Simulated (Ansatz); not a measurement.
**Ta4C3: opening a crack plane**

Ta4C3, R3m, a = 3.118 Å, c = 30.656 Å. The structure is a Materials Project entry; whether it is the stable form wasn't checked. Ansatz: r2SCAN, PAW, 500 eV, Γ-centred 14×14×4 mesh on 7 atoms, Gaussian smearing 0.15 eV; no spin polarisation. One cut on (00-1) per cell of 7 atoms is opened rigidly by x, between planes of Ta and Ta that stand 2.49 Å apart; y is the energy per area (8.418 Å², 1 eV/Å² = 16.02 J/m²).

```
x (Å) y (J/m²)
 0.00     0.000
 0.25     0.382
 0.50     1.211
 1.00     3.025
 1.50         ?
 2.00     5.010
 3.00     5.543
 6.00     5.671
```

Fit the universal binding curve y = W[1 − (1 + x/l) e^(−x/l)] to the other rows, give the peak stress, and predict the missing value.

Least squares gives W = 5.71 J/m² and l = 0.565 Å. The stress dy/dx peaks at x = l with W/(e l) = 37.2 GPa, for rigid faces. At x = 1.50: x/l = 2.655, y = 4.243 J/m². The run gave 4.290 J/m², so the fit is 0.047 J/m² too low, within twice the rms miss on the fitted rows (0.038 J/m²).

Spin–orbit coupling is left out, which can shift energies with elements as heavy as these.

Cost: 9 runs of about 11 core-minutes in all, on Intel Xeon 6975P-C (Granite Rapids) (shared hosts).